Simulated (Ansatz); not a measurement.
## Sn$_{2}$GeO$_{3}$ (P4/nmm) at 2 levels of theory

One geometry, relaxed with PBE; plane waves with PAW potentials in Ansatz, scalar-relativistic. No spin polarisation. Gaps are the least over mesh and band path; pressure is positive in compression.

Space group P4/nmm:1 (No. 129). a = 3.792 Å, b = 3.792 Å, c = 14.703 Å, α = 90.00°, β = 90.00°, γ = 90.00°
| atom | site | symmetry | x | y | z |
| --- | --- | --- | --- | --- | --- |
| Sn | 2c | 4mm | 0.0000 | 0.5000 | 0.0808 |
| Sn | 2c | 4mm | 0.0000 | 0.5000 | 0.4077 |
| Ge | 2c | 4mm | 0.0000 | 0.5000 | 0.7395 |
| O | 4f | 2mm. | 0.0000 | 0.0000 | 0.6728 |
| O | 2a | -4m2 | 0.0000 | 0.0000 | 0.0000 |

```tsv
level	cutoff (eV)	k mesh	gap (eV)	pressure (GPa)
PBE	420	8×8×2	0.84	0.0
```

Task: What comes out on the same cell with LDA?

Result:
| level | cutoff (eV) | k mesh | gap (eV) | pressure (GPa) |
| --- | --- | --- | --- | --- |
| LDA | 420 | 8×8×2 | 0.86 | -6.6 |

The cell holds layers, chains or molecules and no dispersion correction was added, so their binding is poorly described.

The cell was found from a structure generator's guess, not taken from experiment.
